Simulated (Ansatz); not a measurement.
A geometry of Cl₂ away from equilibrium: step 3 of the relaxation of a relaxed Cl2 cell, doubled along one cell vector, shaken by Gaussian noise of σ = 0.08 Å a coordinate. These are r2SCAN (plane waves to 500 eV, PAW, scalar-relativistic; Ansatz, a program for electronic structure) values and carry that method's errors. Γ-centred k-mesh 4×2×6 on the run's cell (coarser than for final values), Fermi–Dirac smearing 0.05 eV.

```xyz
8
Lattice="5.6832 0.0043 0.0066 0.0086 11.2560 -0.0102 0.0046 -0.0036 3.9782" Properties=species:S:1:pos:R:3 pbc="T T T"
Cl     3.5658     3.5534     2.2266
Cl     3.4377     9.1912     2.2329
Cl     0.7366     4.8961     0.0614
Cl     0.8746    10.7097    -0.1585
Cl     4.9152     0.5614     0.2313
Cl     4.9841     6.2903    -0.0132
Cl     2.3130     2.1082     1.6155
Cl     2.2165     7.6303     1.9666
```

Which atoms carry the largest force, and which way does it point?

0.24 eV/Å, on Cl7 (atoms numbered as listed); on Cl7 its components are (0.20, 0.13, -0.01).

What is the pressure?

-0.2 GPa, compression positive.

No spin polarisation in the result. No dispersion correction is included, so spacings between layers, chains or molecules are soft and tend to come out too large.

The end of the path is a generated cell of Cl2: the first start was made by placing the elements on the sites of a structure type, and the end was not matched to a known phase here, so it may be hypothetical. Known forms of Cl2 include space group No. 64.
